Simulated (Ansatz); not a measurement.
Consider the following.

VSi₂:
```cif
data_Si6V3
_chemical_formula_sum 'V3 Si6'
_space_group_name_H-M_alt 'P 1'
_space_group_IT_number 1
_cell_length_a 4.56562
_cell_length_b 4.56562
_cell_length_c 6.36664
_cell_angle_alpha 90.000
_cell_angle_beta 90.000
_cell_angle_gamma 120.000
loop_
_space_group_symop_operation_xyz
  'x, y, z'
loop_
_atom_site_label
_atom_site_type_symbol
_atom_site_fract_x
_atom_site_fract_y
_atom_site_fract_z
_atom_site_occupancy
V1 V 0.50000 0.00000 0.00000 1
V2 V 0.50000 0.50000 0.33333 1
V3 V 0.00000 0.50000 0.66667 1
Si1 Si 0.16279 0.32558 0.00000 1
Si2 Si 0.83721 0.16279 0.33333 1
Si3 Si 0.67442 0.83721 0.66667 1
Si4 Si 0.83721 0.67442 0.00000 1
Si5 Si 0.16279 0.83721 0.33333 1
Si6 Si 0.32558 0.16279 0.66667 1
```

This is the PBE-relaxed structure.

Question: All from DFT-PBE in the program Ansatz with PAW potentials, unless another level is named. Predict the electronic character.

Answer: metallic (no gap).

Question: Predict the density of states at the Fermi level.

Answer: 0.77 states/eV per atom (mean over ±0.08 eV).

Question: And the formation energy from the elements (no fitted shifts)?

Answer: -0.48 eV/atom.

Space group P6_222. Symmetry was held in the PBE relaxation. The workflow began spin-polarised and lost its moments. The references are the lowest solids computed at this level, not always the standard phases.

Potentials: the later of the program's two PAW sets.
